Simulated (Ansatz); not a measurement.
Ansatz input

```yaml
crystal:
  lattice:
    - [12.0, 0.0, 0.0]
    - [0.0, 12.3, 0.0]
    - [0.0, 0.0, 12.6]
  atoms:
    - { symbol: I, position: [0.5, 0.5, 0.3929143709] }
    - { symbol: I, position: [0.5, 0.5, 0.6070856291] }
hamiltonian:
  xc: rpbe
  pseudopotentials:
    kind: paw
    azcp:
      I: "pseudopotentials/I.paw.azcp"
basis:
  ecutwfc: 420
  fft_grid_basis: typed
kpoints:
  mp_grid: { grid: [1, 1, 1], shift: [0, 0, 0] }
magnetization:
  spin_polarized: false
scf:
  occupations: { method: fermi_dirac, width: 0.01 }
```

Output

```
Engine: ansatz 0.2.0, aarch64-unknown-linux-gnu
Pseudopotentials: kind: paw
Pseudopotential: I, paw, valence charge 17, recommended cutoff 420 eV (normal) 
Functional definition: RPBE
  parameter kappa = 0.804
  parameter beta = 0.06672455060314922
  exchange = rpbe_x(kappa = kappa, mu = beta*pi^2/3)
  correlation = pbe_c(beta = beta)
Crystal: 2 atoms, lattice volume = 1859.760 Å³
Basis set: ecut = 420 eV, 36331 PW (Γ)
Bands: 21, of which v1, the nominal top of the filled ones, is band 17 counted from 1 (16 counted from 0)
Symmetry: 8 space group operations
Space group: Pmmm (ITA 47), of the structure as read, at distance tolerance 1.2e-4 Å
k-points: 1
Non-local potential: I, projectors of the file, l = 0: 2, l = 1: 2, l = 2: 2, l = 3: 2
PAW form: soft (Blöchl's): semilocal exchange-correlation on the pseudo side does not see the compensation charge
PAW frozen core: I, regenerated for the run's functional, and the local potential with it (the file was generated under x = pbe(κ = 0.804, μ = 0.2195149727645171), c = pbe(β = 0.06672455060314922))
PAW one-centre angular grid: I, 590 points (default); XC on 64 Gauss nodes
Initial density: superposition of atomic densities (neutral atoms: chi_scale 0, normalization atom), corrected by the library's trained network
Initial wavefunctions: pseudopotential atomic-orbital guess
Functional: x = rpbe, c = pbe(β = 0.06672455060314922)
SCF iter   1: F=—  HF=-15044.020677 eV  |F-HF|=—  |Δ(HF+E_count)|=         —  Δρ=4.51e-4  dr2=4.05e-3  ethr=1.77e-3  ⟨swp⟩=9.0  Hψ=129  notcnv=0
SCF iter   2: F=—  HF=-15044.023828 eV  |F-HF|=—  |Δ(HF+E_count)|=   3.15e-3  Δρ=2.53e-4  dr2=2.00e-3  ethr=1.19e-5  ⟨swp⟩=7.0  Hψ=66  notcnv=0
SCF iter   3: F=—  HF=-15044.023437 eV  |F-HF|=—  |Δ(HF+E_count)|=   3.91e-4  Δρ=1.34e-4  dr2=2.16e-4  ethr=5.88e-6  ⟨swp⟩=4.0  Hψ=48  notcnv=0
SCF iter   4: F=—  HF=-15044.023800 eV  |F-HF|=—  |Δ(HF+E_count)|=   3.63e-4  Δρ=4.19e-5  dr2=2.50e-5  ethr=6.36e-7  ⟨swp⟩=5.0  Hψ=47  notcnv=0
SCF iter   5: F=—  HF=-15044.023879 eV  |F-HF|=—  |Δ(HF+E_count)|=   7.84e-5  Δρ=1.83e-5  dr2=1.30e-5  ethr=7.35e-8  ⟨swp⟩=6.0  Hψ=48  notcnv=0
SCF iter   6: F=—  HF=-15044.023875 eV  |F-HF|=—  |Δ(HF+E_count)|=   3.56e-6  Δρ=6.56e-6  dr2=1.51e-6  ethr=3.82e-8  ⟨swp⟩=2.0  Hψ=29  notcnv=0
SCF iter   7: F=-15044.023875 eV  HF=-15044.023875 eV  |F-HF|=2.02e-9  |Δ(HF+E_count)|=   3.76e-7  Δρ=9.95e-7  dr2=2.47e-8  ethr=2.94e-10  ⟨swp⟩=1.0  Hψ=68  notcnv=0
SCF 1 converged in 7 iterations: F = -15044.023875 eV  dr2 = 2.47e-8
SCF converged after 7 iterations
Free energy (F): -15044.023875 eV
Harris-Foulkes:  -15044.023875 eV  (|F-HF|=2.02e-9)
Internal energy: -15044.023875 eV  (E = F + TS)
E sigma→0 (E₀):  -15044.023875 eV
Fermi energy:    -4.874119 eV
--- Per-component energies (eV) ---
  E_band       = -1136.273867
  E_kinetic    = 374.970902
  E_local      = -9729.438042  (includes V_loc(G=0)·N_el)
  E_nonlocal   = -184.457354
  E_hartree    = 4742.891399
  E_xc         = -254.858875
  E_vxc        = -254.299871  (∫ρ·V_xc dr)
  E_paw        = -9648.765930  (= ΣΔE_a)
  E_vpaw       = -828.835515  (= ΣTr[D̂ρ^β])
  E_aug_tail   = -0.000052  (compensation charges beyond the density's cutoff)
  E_ewald      = -344.243415
  E_core_change = -0.122508  (= ΣΔE_core)
  E_smearing   = -0.000000  (= −TS)
  E_closure    = -0.000000  (closes the sum)
  Σ components = -15044.023875   (vs F -15044.023875, Δ=0.00e0)
```
